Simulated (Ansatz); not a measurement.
# Ba: two-dimensional strain map

These are results of DFT PBEsol, scalar-relativistic, plane waves, PAW (Ansatz), not measurements. Settings: plane waves to 420 eV, k-mesh 12×12×14 (Γ-centred), Gaussian smearing 0.15 eV. No spin polarisation. Energies are free energies at this smearing, counted from the undisturbed cell; pressure is positive in compression.

Zero of the scan (as given, not relaxed at this level; it stands at -0.2 GPa; this form isn't the usual structure):

```
CELL_PARAMETERS angstrom
3.99965 0.00000 0.00000
0.00000 3.99965 0.00000
0.00000 0.00000 3.60554
ATOMIC_POSITIONS crystal
Ba 0.50000 0.50000 0.50000
```

The cell is strained by p along both x and y and by q along z, fractional coordinates fixed. Points are written (p, q).

Energy above the undisturbed cell in meV/atom (a dash: not computed):

```
 p \ q  -0.030  -0.015  0.000  0.015  0.030
-0.030     3.6   -11.6  -23.6  -32.6  -38.7
-0.015    15.0       –      –      –      –
 0.000    30.5       –    0.0      –  -18.2
 0.030    72.1       –   38.3      –   16.9
```

Pressure in GPa:

```
 p \ q  -0.030  -0.015  0.000  0.015  0.030
-0.030     0.5     0.4    0.2    0.1   -0.1
-0.015     0.2       –      –      –      –
 0.000     0.0       –   -0.2      –   -0.5
 0.030    -0.3       –   -0.5      –   -0.7
```